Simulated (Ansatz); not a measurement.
S:
```yaml
crystal:
  lattice:
    - [0.00000, 6.12894, 11.77535]
    - [4.98327, 0.00000, 11.77535]
    - [4.98327, 6.12894, 0.00000]
  atoms:
    - { symbol: S, position: [0.88328, 0.75868, 0.78066] }
    - { symbol: S, position: [0.75868, 0.88328, 0.57737] }
    - { symbol: S, position: [0.57737, 0.78066, 0.75868] }
    - { symbol: S, position: [0.78066, 0.57737, 0.88328] }
    - { symbol: S, position: [0.36672, 0.49132, 0.46934] }
    - { symbol: S, position: [0.49132, 0.36672, 0.67263] }
    - { symbol: S, position: [0.67263, 0.46934, 0.49132] }
    - { symbol: S, position: [0.46934, 0.67263, 0.36672] }
    - { symbol: S, position: [0.81375, 0.93868, 0.91053] }
    - { symbol: S, position: [0.93868, 0.81375, 0.33704] }
    - { symbol: S, position: [0.33704, 0.91053, 0.93868] }
    - { symbol: S, position: [0.91053, 0.33704, 0.81375] }
    - { symbol: S, position: [0.43625, 0.31132, 0.33947] }
    - { symbol: S, position: [0.31132, 0.43625, 0.91296] }
    - { symbol: S, position: [0.91296, 0.33947, 0.31132] }
    - { symbol: S, position: [0.33947, 0.91296, 0.43625] }
    - { symbol: S, position: [0.02185, 0.88153, 0.80589] }
    - { symbol: S, position: [0.88153, 0.02185, 0.29073] }
    - { symbol: S, position: [0.29073, 0.80589, 0.88153] }
    - { symbol: S, position: [0.80589, 0.29073, 0.02185] }
    - { symbol: S, position: [0.22815, 0.36847, 0.44411] }
    - { symbol: S, position: [0.36847, 0.22815, 0.95927] }
    - { symbol: S, position: [0.95927, 0.44411, 0.36847] }
    - { symbol: S, position: [0.44411, 0.95927, 0.22815] }
    - { symbol: S, position: [0.95122, 0.06468, 0.62126] }
    - { symbol: S, position: [0.06468, 0.95122, 0.36284] }
    - { symbol: S, position: [0.36284, 0.62126, 0.06468] }
    - { symbol: S, position: [0.62126, 0.36284, 0.95122] }
    - { symbol: S, position: [0.29878, 0.18532, 0.62874] }
    - { symbol: S, position: [0.18532, 0.29878, 0.88716] }
    - { symbol: S, position: [0.88716, 0.62874, 0.18532] }
    - { symbol: S, position: [0.62874, 0.88716, 0.29878] }
```

Relaxed with LDA. Special points in fractions of this cell's reciprocal vectors: Γ (0.000, 0.000, 0.000); Y (0.500, 0.000, 0.500); T (1.000, 0.500, 0.500); Z (0.500, 0.500, 0.000); Σ0 (0.000, 0.460, 0.460); U0 (1.000, 0.540, 0.540); C0 (0.500, 0.130, 0.630); A0 (0.500, 0.870, 0.370); L (0.500, 0.500, 0.500).

List the band energies nearest the valence-band maximum at these points for plane-wave PAW LDA (Ansatz code).

In eV from the valence-band maximum; about four levels below and three above (degenerate sets whole), none deeper than 8.9 eV; points with the same levels are listed once.

```json
[
 {"k": "Γ", "below": "-0.80 -0.74 -0.36 0.00", "above": "1.81 1.94 2.07"},
 {"k": "Y", "below": "-0.62 -0.62 -0.24 -0.24", "above": "1.77 1.77 2.07 2.07"},
 {"k": "T", "below": "-0.57 -0.57 -0.33 -0.33", "above": "1.61 1.61 1.87 1.87"},
 {"k": "Z", "below": "-0.84 -0.84 -0.18 -0.18", "above": "1.84 1.84 2.23 2.23 2.23 2.23"},
 {"k": "Σ0", "below": "-0.58 -0.56 -0.39 -0.29", "above": "1.60 1.63 1.81"},
 {"k": "C0", "below": "-0.64 -0.64 -0.31 -0.31", "above": "1.76 1.76 2.20 2.20"},
 {"k": "L", "below": "-0.67 -0.62 -0.58 -0.34", "above": "1.95 1.98 2.09"}
]
```

Space group Fddd (α-S8). The cell was relaxed with LDA under the symmetry of its start. A crystal of weakly bound molecules computed without a dispersion correction: the cell and the soft elastic constants depend strongly on that.

Potentials: the earlier of the program's two PAW sets.
